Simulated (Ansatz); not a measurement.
## SiPb: modes against the lattice constant

Level of theory: DFT PBE, scalar-relativistic, plane waves, PAW in Ansatz. Settings: 420 eV plane-wave cutoff, Γ-centred 12×12×12 mesh, Fermi-Dirac smearing of 0.15 eV. No spin polarisation. Phonons by linear response, acoustic sum rule imposed.

The cell is fixed (symmetry leaves no force on the atoms) and stands under 0.2 GPa:
```xyz
2
Lattice="3.6368 0.0000 0.0000 0.0000 3.6368 0.0000 0.0000 0.0000 3.6368" Properties=species:S:1:pos:R:3 pbc="T T T"
Pb    0.0000    0.0000    0.0000
Si    1.8184    1.8184    1.8184
```

The cell is the ideal cubic caesium chloride prototype; whether it is the stable structure of this composition wasn't checked. In a metal, frequencies and elastic constants depend on the k mesh and the smearing, soft modes and shear constants most. Spin–orbit coupling is left out, which can shift energies with elements as heavy as these.

How do the optical zone-centre modes (counted from the lowest optical one, degenerate ones once; i marks imaginary ones) of this metal change over a = 3.563 and 3.637 Å?

Answers

| a (Å) | 3.563 | 3.637 |
| --- | --- | --- |
| pressure (GPa) | 3.9 | 0.2 |
| mode 1 (cm⁻¹) | 143 | 119 |

Cost: 2 runs of about 1.2 core-minutes in all, on Arm Neoverse V2 (shared hosts).